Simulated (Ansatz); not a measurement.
An Ansatz (a first-principles code) run. Input:

Ansatz 0.2 input:
```yaml
crystal:
  lattice:
    - [3.2669337137, 0.0, 0.0]
    - [0.0, 3.2669337137, 0.0]
    - [0.0, 0.0, 3.2669337137]
  atoms:
    - { symbol: In, position: [0.0, 0.0, 0.0] }
    - { symbol: Pd, position: [0.5, 0.5, 0.5] }
kpoints:
  mp_grid: { grid: [13, 13, 13] }
hamiltonian:
  xc: r2scan
  pseudopotentials: { kind: paw }
scf:
  occupations: { method: fermi_dirac, width: 0.1 }
phonons:
  method: dfpt
  response_accuracy: low
  eigenvectors: true
  rigid_motions: translations
```

Output (shortened):

```
Pseudopotential: In, paw, valence charge 13
Pseudopotential: Pd, paw, valence charge 18
Functional definition: r2SCAN
Crystal: 2 atoms, lattice volume = 34.868 Å³
Basis set: ecut = 500 eV, 895 PW (Γ), exchange–correlation on 144×144×144 points (216 copies of the dense FFT grid, shifted against one another)
Bands: 20, of which v1, the nominal top of the filled ones, is band 16 counted from 1 (15 counted from 0)
Symmetry: 48 space group operations
k-points: 196 of 2197 (irreducible under 8 space group operations, time reversal used)
SCF iter   1: F=—  HF=-12598.708755 eV  |F-HF|=—  |Δ(HF+E_count)|=         —  Δρ=1.34e-2  dr2=5.25e-2  dr2_τ=1.16e-2  ethr=1.77e-3  ⟨swp⟩=5.5  Hψ=17555  notcnv=0
preconditioner: auto → none
SCF iter   2: F=—  HF=-12598.712845 eV  |F-HF|=—  |Δ(HF+E_count)|=   4.09e-3  Δρ=6.49e-3  dr2=7.26e-3  dr2_τ=7.63e-4  ethr=1.69e-4  ⟨swp⟩=1.6  Hψ=5741  notcnv=0  defer=1
SCF iter   3: F=—  HF=-12598.712058 eV  |F-HF|=—  |Δ(HF+E_count)|=   7.87e-4  Δρ=2.79e-3  dr2=3.89e-3  dr2_τ=2.44e-4  ethr=2.34e-5  ⟨swp⟩=2.6  Hψ=6827  notcnv=0  defer=1
SCF iter   4: F=—  HF=-12598.711233 eV  |F-HF|=—  |Δ(HF+E_count)|=   8.25e-4  Δρ=5.79e-4  dr2=1.27e-4  dr2_τ=1.61e-5  ethr=1.25e-5  ⟨swp⟩=2.0  Hψ=4938  notcnv=0  defer=1
SCF iter   5: F=—  HF=-12598.711248 eV  |F-HF|=—  |Δ(HF+E_count)|=   1.60e-5  Δρ=1.74e-4  dr2=8.37e-6  dr2_τ=4.59e-7  ethr=4.09e-7  ⟨swp⟩=2.4  Hψ=6236  notcnv=0  defer=1
SCF iter   6: F=—  HF=-12598.711263 eV  |F-HF|=—  |Δ(HF+E_count)|=   1.48e-5  Δρ=2.33e-5  dr2=8.36e-8  dr2_τ=1.16e-8  ethr=2.70e-8  ⟨swp⟩=2.2  Hψ=5547  notcnv=0  defer=1
SCF iter   7: F=—  HF=-12598.711265 eV  |F-HF|=—  |Δ(HF+E_count)|=   1.60e-6  Δρ=5.80e-6  dr2=4.94e-9  dr2_τ=6.85e-10  ethr=2.70e-10  ⟨swp⟩=2.0  Hψ=6951  notcnv=0  defer=1
SCF iter   8: F=—  HF=-12598.711265 eV  |F-HF|=—  |Δ(HF+E_count)|=   1.12e-8  Δρ=4.66e-7  dr2=8.42e-11  dr2_τ=5.34e-12  ethr=1.59e-11  ⟨swp⟩=2.0  Hψ=6803  notcnv=0  defer=1
SCF iter   9: F=-12598.711265 eV  HF=-12598.711265 eV  |F-HF|=1.82e-12  |Δ(HF+E_count)|=  3.64e-12  Δρ=5.01e-8  dr2=6.31e-13  dr2_τ=4.36e-14  ethr=1.00e-12  ⟨swp⟩=6.1  Hψ=16013  notcnv=0
the search or the solves at the SCF's close seem to have found levels that the self-consistency loop had missed (the run counts 2) …
SCF 1 converged in 9 iterations: F = -12598.711265 eV  dr2 = 6.31e-13
DFPT response loops at Γ: preconditioner auto → Kerker (q_TF=auto, 2.675 Å⁻¹) (partly filled bands, converged f_vac=0.000) …
SCF converged after 9 iterations
Free energy (F): -12598.711265 eV
Harris-Foulkes:  -12598.711265 eV  (|F-HF|=1.82e-12)
Internal energy: -12598.689686 eV  (E = F + TS)
E sigma→0 (E₀):  -12598.700475 eV
Entropy (-TS):   -0.021579 eV (-10.790 meV/atom)
Fermi energy:    16.825012 eV
--- Per-component energies (eV) ---
  E_band       = -167.965883
  E_kinetic    = 761.500064
  E_local      = -2897.128651  (includes V_loc(G=0)·N_el)
  E_nonlocal   = 586.147456
  E_hartree    = 1180.753632
  E_xc         = -361.805107
  E_vxc        = -340.633719  (∫ρ·V_xc dr)
  E_paw        = -7958.839234  (= ΣΔE_a)
  E_vpaw       = -664.201180  (= ΣTr[D̂ρ^β])
  E_aug_tail   = 0.000120  (compensation charges beyond the density's cutoff)
  E_vtau       = 24.842797  (kinetic-family band-sum trace: ∫τ·v_τ [+ j·A + Jᵃ·Aᵃ] dr)
  E_ewald      = -3909.831426
  E_core_change = 0.513459  (= ΣΔE_core)
  E_smearing   = -0.021579  (= −TS)
  E_closure    =  0.000000  (closes the sum)
  Σ components = -12598.711265   (vs F -12598.711265, Δ=0.00e0)
  [band-id]    e_kinetic+e_local+e_nonlocal+2·e_hartree+e_vxc+e_vpaw+e_augmentation_tail+e_vtau = -167.965848   (vs E_band -167.965883, Δ=3.42e-5)
--- Band table (eV; the first three rows and the last of 196) ---
  k-point 0: bands = ["-70.2258", "-35.1402", "-35.1402", "-35.1402", "1.1216", "1.1216", "1.5536", "1.5536", "1.5536", "6.2727", "12.6954", "12.6954", "14.3136", "14.3136", "14.3136", "21.2705", "21.2705", "21.2705", "26.9324", "27.6736"]
  k-point 1: bands = ["-70.2257", "-35.1423", "-35.1401", "-35.1401", "1.1251", "1.1428", "1.5472", "1.5472", "1.5555", "6.3717", "12.6969", "12.7131", "14.2404", "14.2404", "14.3094", "20.5640", "21.4671", "21.4671", "27.1684", "27.6372"]
  k-point 2: bands = ["-70.2254", "-35.1479", "-35.1397", "-35.1397", "1.1347", "1.2015", "1.5295", "1.5295", "1.5607", "6.6680", "12.7010", "12.7427", "14.0504", "14.0504", "14.2975", "19.1191", "22.0267", "22.0267", "27.2592", "27.5326"]
  k-point 195: bands = ["-70.2208", "-35.1686", "-35.1686", "-35.1686", "1.2699", "1.2743", "1.2743", "1.7645", "1.7645", "11.5295", "11.6506", "11.6506", "14.8825", "14.8825", "17.1107", "19.5476", "20.3792", "20.3792", "21.8182", "21.8182"]
--- Phonons (Γ-DFPT): 2 representative perturbations + reference, on 196 of 2197 k-points (Σ response iterations 13) ---
  ASR residual: 1.457e-3 → 0.000e0 eV/Å²; symmetrization residual: 1.083e-3 eV/Å²
  ASR residual per site (eV/Å²): 1.28e-3 1.46e-3
  Γ frequencies (cm⁻¹): 0.00 0.00 0.00 139.45 139.45 139.45
  non-analytic LO–TO correction: not included (Born effective charges unavailable; polar crystals: no LO–TO splitting at Γ)
```

Cost: very roughly 2.4 core-minutes on shared cores.

Space group Pm-3m (CsCl type). The cell was relaxed with r²SCAN under the symmetry of its start; of distortions, only those at the zone centre were tested. No spin polarisation was allowed. As this level gives no gap, phonon frequencies hold no LO–TO term and depend on the k-mesh and smearing (Fermi–Dirac, 0.1 eV here). Scalar-relativistic: spin–orbit coupling is off unless named, which matters more the heavier the elements.

Potentials: the later of the program's two PAW sets.

Ansatz is a plane-wave DFT program.
